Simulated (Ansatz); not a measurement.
MnTlCl$_{3}$ under strain

All numbers below come from DFT PBEsol, scalar-relativistic, plane waves, PAW in Ansatz. Run with 420 eV cutoff, 6×6×6 k-mesh, Gaussian smearing of 0.02 eV, collinear spin.

The relaxed crystal:

```
Mn Tl Cl
1.0
     4.94779    0.00000    0.00000
     0.00000    4.94779    0.00000
     0.00000    0.00000    4.94779
Mn Tl Cl
1 1 3
Direct
  0.50000 0.50000 0.50000
  0.00000 0.00000 0.00000
  0.00000 0.50000 0.50000
  0.50000 0.50000 0.00000
  0.50000 0.00000 0.50000
```

Deformation: all cell vectors scaled alike, the atoms relaxed, all within the symmetry that the strain leaves. Energies are extrapolated to zero smearing. Gaps are Kohn–Sham gaps over the whole zone.

Spin-orbit coupling is left out, which matters for the bands and energies of heavy elements.

```tsv
strain (%)	ΔE (meV/atom)	a (Å)	b (Å)	c (Å)	gap (eV)	moment (μB/cell)
-6.0	115.0	4.651	4.651	4.651	metal	4.82
-4.0	49.2	4.750	4.750	4.750	metal	4.84
-2.0	12.0	4.849	4.849	4.849	0.30	5.00
+0.0	0.0	4.948	4.948	4.948	0.67	5.00
+2.0	10.3	5.047	5.047	5.047	0.99	5.00
+4.0	38.5	5.146	5.146	5.146	1.27	5.00
+6.0	80.8	5.245	5.245	5.245	1.50	5.00
```

Question: What stiffness (1/V) d²E/dε² at zero strain does a cubic fit over all points give?

Answer: A cubic fit gives (1/V) d²E/dε² = 359 GPa at zero strain (nine times the bulk modulus at fixed shape).

Symmetry holds off the tilts and polar distortions that many cubic perovskites undergo.

Cost: 7 runs of about 1.9 core-minutes in all, on Arm Neoverse V1 (shared hosts).